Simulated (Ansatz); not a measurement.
A geometry of SiRu away from equilibrium: the start of the relaxation of a relaxed SiRu cell stretched uniformly to 150 % of its volume. The numbers are results of r2SCAN (plane waves to 500 eV, PAW, scalar-relativistic; Ansatz, a quantum-chemistry and plane-wave program), not measurements. Γ-centred k-mesh 5×5×5 on the run's cell (coarser than for final values), Fermi–Dirac smearing 0.05 eV.

```xyz
8
Lattice="5.3856 0.0000 0.0000 0.0000 5.3856 0.0000 0.0000 0.0000 5.3856" Properties=species:S:1:pos:R:3 pbc="T T T"
Ru     0.6970     0.6970     0.6970
Ru     3.3898     1.9958     4.6886
Ru     4.6886     3.3898     1.9958
Ru     1.9958     4.6886     3.3898
Si     4.5110     4.5110     4.5110
Si     1.8182     3.5673     0.8746
Si     0.8746     1.8182     3.5673
Si     3.5673     0.8746     1.8182
```

Task: Predict the force on each atom, in eV/Å.

Result: 
```tsv
atom	Fx	Fy	Fz
Ru1	-0.88	-0.88	-0.88
Ru2	-0.88	0.88	0.88
Ru3	0.88	-0.88	0.88
Ru4	0.88	0.88	-0.88
Si5	-0.46	-0.46	-0.46
Si6	-0.46	0.46	0.46
Si7	0.46	-0.46	0.46
Si8	0.46	0.46	-0.46
```

Task: What is the pressure?

Result: -39.8 GPa, compression positive.

Task: How far above the relaxed end point is this geometry?

Result: 1.21 eV/atom; the path ends in P2₁3 (No. 198) (AFLOW prototype AB_cP8_198_a_a (B20, as in FeSi)).

No spin polarisation in the result.

The run could not lose the symmetry of its start.

The first start was generated by placing the elements on the sites of a structure type. Materials Project lists a structure of SiRu in the same space group, P2₁3 (No. 198); the sites were not compared with it, nor with measured phases.
